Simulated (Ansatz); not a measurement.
Relaxed-ion elastic tensor of AlNi3 (Cu3Au type, Pm-3m) in GPa (Voigt order), plane-wave PAW PBEsol (Ansatz code); density 7.74 g/cm³, 10.89 Å³ per atom.

```json
[
 {"": "1", "1": "266", "2": "172", "3": "172", "4": "0.0", "5": "0.0", "6": "0.0"},
 {"": "2", "1": "172", "2": "266", "3": "172", "4": "0.0", "5": "0.0", "6": "0.0"},
 {"": "3", "1": "172", "2": "172", "3": "266", "4": "0.0", "5": "0.0", "6": "0.0"},
 {"": "4", "1": "0.0", "2": "0.0", "3": "0.0", "4": "144", "5": "0.0", "6": "0.0"},
 {"": "5", "1": "0.0", "2": "0.0", "3": "0.0", "4": "0.0", "5": "144", "6": "0.0"},
 {"": "6", "1": "0.0", "2": "0.0", "3": "0.0", "4": "0.0", "5": "0.0", "6": "144"}
]
```

Question: Is the crystal mechanically stable?

Answer: Yes: the smallest eigenvalue of C is 93.9 GPa.

Question: Work out the Voigt, Reuss and Hill averages.

Answer: K_V = 204, K_R = 204, K_H = 204; G_V = 105, G_R = 78.8, G_H = 91.9 GPa.

Question: Give Young's modulus, Poisson's ratio, Pugh's ratio and the universal anisotropy index.

Answer: E = 9KG/(3K + G) = 240 GPa; ν = 0.30; K/G = 2.22 (ductile by the Pugh limit of 1.75); A_U = 5G_V/G_R + K_V/K_R − 6 = 1.66.

Question: Estimate the sound speeds and the Debye temperature.

Answer: v_l = √((K + 4G/3)/ρ) = 6490 m/s, v_t = √(G/ρ) = 3450 m/s, mean 3850 m/s; Θ = (h/k)(3n/4πV)^(1/3) v_m = 517 K.

Question: Give the Zener ratio and Young's modulus along [100], [110] and [111].

Answer: A = 2C44/(C11 − C12) = 3.06; 1/E = S11 − 2(S11 − S12 − S44/2)Γ with Γ = 0, 1/4, 1/3 gives 131, 246, 349 GPa.

Question: Solve the Christoffel equation for the three sound speeds along [100], [110], [111].

Answer: Eigenvalues of C_ijkl n_j n_l equal ρv². In km/s, slowest first: [100] 4.31, 4.31, 5.86; [110] 2.46, 4.31, 6.85; [111] 3.20, 3.20, 7.14.

The cell was relaxed with PBEsol under the symmetry of its start. Spin order of the final state: ferromagnetic, the only order run, not a proven ground state. As this level gives no gap, shear constants depend on the k-mesh and smearing (Fermi–Dirac, 0.1 eV here).

Potentials: the later of the program's two PAW sets.
